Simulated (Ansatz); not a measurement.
YRh₅ in space group P6/mmm (No. 191; Rh on 2c, Y on 1a, Rh on 3g), PBE (plane waves, PAW; program Ansatz), all energies at zero smearing, with the estimated change up to a 700 eV cutoff added, with one set of potentials and settings (totals compare only within such a set). Cell of 6 atoms (5 Rh, 1 Y): -35864.886 eV.

| element | reference phase | E (eV/atom) |
|---|---|---|
| Rh | Fm-3m, 1 atoms in the cell | -6402.8911 |
| Y | P6_3/mmc, 2 atoms in the cell | -3848.6668 |

Formation energy per atom, worked out: (-35864.886 − 5×(-6402.8911) − 1×(-3848.6668))/6 = -0.294 eV/atom (-28 kJ per mol of atoms), at 0 K, without zero-point energy or fitted corrections.

The workflow started from an entry of the Crystallography Open Database (COD). Its standing as an ambient phase is unchecked. The PBE relaxation kept the symmetry of its start; whether a distortion lowers the energy is not shown. The run is not spin-polarised. The references are the lowest solids computed at this level, not always the standard phases.

Potentials: the later of the program's two PAW sets.
